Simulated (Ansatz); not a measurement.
SiC:
```yaml
crystal:
  lattice:
    - [0.00000, 2.18987, 2.18987]
    - [2.18987, 0.00000, 2.18987]
    - [2.18987, 2.18987, 0.00000]
  atoms:
    - { symbol: C, position: [0.75000, 0.75000, 0.75000] }
    - { symbol: Si, position: [0.00000, 0.00000, 0.00000] }
```

Relaxed with PBE. Special points in fractions of this cell's reciprocal vectors: Γ (0.000, 0.000, 0.000); X (0.500, 0.000, 0.500); U (0.625, 0.250, 0.625); K (0.375, 0.375, 0.750); L (0.500, 0.500, 0.500); W (0.500, 0.250, 0.750).

**Question.** List the band energies nearest the valence-band maximum at these points for PBE in the plane-wave PAW code Ansatz.

**Answer.** In eV from the valence-band maximum; about four levels below and three above (degenerate sets whole), none deeper than 8.9 eV; … stands for higher levels left out; points with the same levels are listed once.

```json
[
 {"k": "Γ", "below": "0.00 0.00 0.00", "above": "6.04 …"},
 {"k": "X", "below": "-7.75 -3.16 -3.16", "above": "1.37 4.27 …"},
 {"k": "U", "below": "-7.24 -5.47 -2.57", "above": "3.10 7.68 …"},
 {"k": "L", "below": "-8.45 -1.05 -1.05", "above": "5.29 …"},
 {"k": "W", "below": "-7.00 -4.92 -4.63", "above": "5.19 9.29 …"}
]
```

Space group F-43m (zinc blende). The PBE relaxation kept the symmetry of its start.

Potentials: the later of the program's two PAW sets.
